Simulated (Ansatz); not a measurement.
TePb in space group P-6m2 (No. 187; Pb on 1a, Te on 1f) at seven volumes, DFT-r²SCAN in the program Ansatz with PAW potentials, shape and atoms relaxed at each. One row is withheld.

```json
[
 {"V (Å³/atom)": "32.294", "P (GPa)": "3.79"},
 {"V (Å³/atom)": "33.358", "P (GPa)": "?"},
 {"V (Å³/atom)": "34.423", "P (GPa)": "1.24"},
 {"V (Å³/atom)": "35.488", "P (GPa)": "0.00"},
 {"V (Å³/atom)": "36.552", "P (GPa)": "-1.02"},
 {"V (Å³/atom)": "37.617", "P (GPa)": "-1.90"},
 {"V (Å³/atom)": "38.682", "P (GPa)": "-2.68"}
]
```

Task: Fit the shown pressures and predict the withheld one.

Result: P = (3/2)B₀(x^(7/2) − x^(5/2))[1 + (3/4)(B′ − 4)(x − 1)] with x = (V₀/V)^(2/3). Least squares on the six rows gives V₀ = 35.524 Å³/atom, B₀ = 35.6 GPa, B′ = 2.54. At V = 33.358, x = 1.0428 and P = 2.42 GPa. The run itself gave 2.43 GPa.

The cell is a constructed one: a structure type filled with these elements; neither database checked (COD, Materials Project) lists it. It is not the phase usual at ambient conditions (space group No. 225). The cell was relaxed with r²SCAN under the symmetry of its start; whether a distortion lowers the energy is not shown. Scalar-relativistic: spin–orbit coupling is off unless named, which matters more the heavier the elements.

Potentials: the later of the program's two PAW sets.
